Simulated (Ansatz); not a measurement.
Here is the system:

HfN (rock salt)

```
HfN
1.0
    0.00000     2.27401     2.27401
    2.27401     0.00000     2.27401
    2.27401     2.27401     0.00000
N Hf
1 1
Direct
  0.00000   0.00000   0.00000
  0.50000   0.50000   0.50000
```

In this cell atom 1 (N, nearest neighbour Hf at 2.274 Å; its periodic images, 3.2 Å or more away, move with it) is moved by s along Cartesian x, unit vector (1.000, 0.000, 0.000); all other atoms and the cell stay fixed.

Calculation: PBE (plane waves to 420 eV, PAW, scalar-relativistic; Ansatz, a quantum-chemistry and plane-wave program). k mesh 14×14×14 (Γ-centred), Fermi-Dirac smearing 0.05 eV. The energy includes the smearing's −TS. Left out: 2 of 11 points, with atoms too close for the PAW data. With partly filled bands, energies and forces of such displacements shift with the k mesh and the smearing. HfN is run without spin polarisation. HfN was relaxed with its symmetry unable to fall. Spin-orbit coupling is left out, though Hf is heavy. The PAW data are Ansatz's earlier set. The zero of ΔE is the undisplaced structure.

The scan covers s from -0.360 to 0.360 Å in 9 points.

**Question.** Is this a single well or a double well?

**Answer.** A single well with its minimum at or next to zero displacement.

**Question.** Is the energy the same for equal positive and negative displacements?

**Answer.** Even: the same for both signs. With its periodic images moving along, the atom's site symmetry in this cell is m-3m.

**Question.** What force acts on the atom along the line at s = -0.360 Å?

**Answer.** 4.90 eV/Å.

**Question.** What is the force constant k = d²E/ds² of this move at s = 0?

**Answer.** 10.9 eV/Å².

**Question.** With two atoms in the cell this is the zone-centre optical mode. What wavenumber follows?

**Answer.** 477 cm⁻¹.

(For displaced atoms, the force is minus the slope of the energy, and its curvature is a force constant, which sets phonon frequencies.)
